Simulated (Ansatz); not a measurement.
**SiC with Ca replacing Si: gradients before and after relaxing the atoms**

Start: a supercell of SiC (zinc blende type, F-43m) built from a COD entry, with all atoms left at the host's positions.

Space group F-43m (No. 216); a = 13.0740 Å.

```csv
site,Wyckoff,site symmetry,x,y,z
Ca,4a,-43m,0.0000,0.0000,0.0000
Si2,48h,..m,0.1667,0.0000,0.1667
Si5,16e,.3m,0.3333,0.8333,0.1667
Si9,16e,.3m,0.6667,0.6667,0.3333
Si15,24f,2.mm,0.5000,0.6667,0.5000
C28,16e,.3m,0.0833,0.9167,0.0833
C29,24g,2.mm,0.2500,0.9167,0.2500
C33,48h,..m,0.5833,0.7500,0.4167
C41,16e,.3m,0.4167,0.5833,0.4167
C54,4c,-43m,0.7500,0.2500,0.7500
```

One atom of each set is listed; the run and its k-mesh use a cell of 54 atoms with edges of 9.24, 9.24, 9.24 Å.

All values are calculated (Ansatz; DFT, PBE, plane waves and PAW, scalar-relativistic, 420 eV cutoff, Γ-centred 3×3×3 k-points, Fermi–Dirac smearing 0.01 eV, cell charge -2), not measured.

The largest force at the start is 8.2 eV/Å. Relaxing the ions at fixed cell moves them by 0.284 Å at most (atom 28, C) and 0.079 Å rms.

```json
{"site": "Ca", "moved (Å)": "0.000", "first shell before": "4 C at 1.89 Å", "first shell after": "4 C at 2.17 Å", "V_zz before (10²¹ V/m²)": "0.00", "η before": "–"}
{"site": "Si2", "moved (Å)": "0.033", "first shell before": "4 C at 1.89 Å", "first shell after": "4 C at 1.80–1.90 Å", "V_zz before (10²¹ V/m²)": "-0.86", "η before": "0.97"}
{"site": "Si5", "moved (Å)": "0.013", "first shell before": "4 C at 1.89 Å", "first shell after": "4 C at 1.89–1.90 Å", "V_zz before (10²¹ V/m²)": "0.32", "η before": "0.00"}
{"site": "Si9", "moved (Å)": "0.004", "first shell before": "4 C at 1.89 Å", "first shell after": "4 C at 1.89 Å", "V_zz before (10²¹ V/m²)": "0.22", "η before": "0.00"}
{"site": "Si15", "moved (Å)": "0.008", "first shell before": "4 C at 1.89 Å", "first shell after": "4 C at 1.88–1.89 Å", "V_zz before (10²¹ V/m²)": "-0.22", "η before": "0.68"}
{"site": "C28", "moved (Å)": "0.284", "first shell before": "1 Ca at 1.89 Å, 3 Si at 1.89 Å", "first shell after": "3 Si at 1.80 Å, 1 Ca at 2.17 Å", "V_zz before (10²¹ V/m²)": "-2.04", "η before": "0.00"}
{"site": "C29", "moved (Å)": "0.014", "first shell before": "4 Si at 1.89 Å", "first shell after": "4 Si at 1.85–1.89 Å", "V_zz before (10²¹ V/m²)": "-0.46", "η before": "0.29"}
{"site": "C33", "moved (Å)": "0.004", "first shell before": "4 Si at 1.89 Å", "first shell after": "4 Si at 1.88–1.90 Å", "V_zz before (10²¹ V/m²)": "0.19", "η before": "0.41"}
```

Q: What are V_zz and η after the relaxation?

A: 

| site | V_zz after | η after | change of V_zz |
| --- | --- | --- | --- |
| Ca | 0.00 | – | 0.00 |
| Si2 | 2.30 | 0.82 | – |
| Si5 | 0.54 | 0.00 | +0.22 |
| Si9 | 0.19 | 0.00 | -0.03 |
| Si15 | -0.36 | 0.82 | -0.14 |
| C28 | -2.79 | 0.00 | -0.75 |
| C29 | -1.14 | 0.16 | -0.68 |
| C33 | 0.087 | 0.72 | – |

The largest change of V_zz along a kept axis is on C28, from -2.04 to -2.79. The whole tensor moves most on Si2, by 1.45 along its most changed direction. In per cent, |V_zz| changes by +37 on C (all sites that start above 0.5, bar those whose gradient vanishes or changes sign or whose main axis turns by over 40°). On Si2, C33 the largest principal value lies along another axis in the second run, so the two V_zz can't be compared directly. Other sites with |V_zz| of 0.02 or less aren't listed.

The defect repeats with the cell of 54 atoms, so it feels its images: sites between two images don't show the values beside a lone defect, and zeros or small values of η there can come from the images' arrangement. A uniform background compensates the cell's charge. The cell keeps the host's lattice, where the PBE pressure is 6 GPa (in a charged cell this depends on the convention for the mean potential).
Before: With a gap of 0.4 eV on this mesh, small gradients can still move by 0.1 × 10²¹ V/m² or more as the k-mesh gets denser. The neighbours have not yet relaxed around the defect (largest force 8.2 eV/Å), so the values at and beside it are those of a strained start, not of the defect in a real crystal.
After: The relaxation keeps the site symmetry -43m of the start, so the impurity can't leave its site; a start off the site could end lower. With a gap of 0.5 eV on this mesh, small gradients can still move by 0.1 × 10²¹ V/m² or more as the k-mesh gets denser.
